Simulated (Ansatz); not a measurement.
Relaxed-ion elastic tensor of LaB$_{2}$C$_{2}$ in space group P4/mbm (No. 127; La on 2a, B on 4h, C on 4h) in GPa (Voigt order), LDA (plane waves, PAW; program Ansatz); density 5.52 g/cm³, 11.10 Å³ per atom.

```
 454   183  62.6   0.0   0.0   0.0
 183   454  62.6   0.0   0.0   0.0
62.6  62.6   237   0.0   0.0   0.0
 0.0   0.0   0.0   101   0.0   0.0
 0.0   0.0   0.0   0.0   101   0.0
 0.0   0.0   0.0   0.0   0.0   180
```

Task: Is the crystal mechanically stable?

Result: Yes: the smallest eigenvalue of C is 101 GPa.

Task: Work out the Voigt, Reuss and Hill averages.

Result: K_V = 196, K_R = 166, K_H = 181; G_V = 132, G_R = 122, G_H = 127 GPa.

Task: Give Young's modulus, Poisson's ratio, Pugh's ratio and the universal anisotropy index.

Result: E = 9KG/(3K + G) = 309 GPa; ν = 0.22; K/G = 1.42 (brittle by the Pugh limit of 1.75); A_U = 5G_V/G_R + K_V/K_R − 6 = 0.59.

Task: Estimate the sound speeds and the Debye temperature.

Result: v_l = √((K + 4G/3)/ρ) = 7970 m/s, v_t = √(G/ρ) = 4800 m/s, mean 5310 m/s; Θ = (h/k)(3n/4πV)^(1/3) v_m = 709 K.

Task: How much does each axis shrink under pressure?

Result: Linear compressibilities β_i = Σ_j S_ij (j = 1 to 3): x 1.2, y 1.2, z 3.6 per TPa.

The workflow started from an entry of the Crystallography Open Database (COD), which files this formula under 2 space groups. Whether it is the stable phase at ambient conditions was not checked. Symmetry was held in the LDA relaxation; of distortions, only those at the zone centre were tested. As this level gives no gap, shear constants depend on the k-mesh and smearing (Fermi–Dirac, 0.1 eV here). Spin–orbit coupling is left out wherever it is not named.

Potentials: the later of the program's two PAW sets.
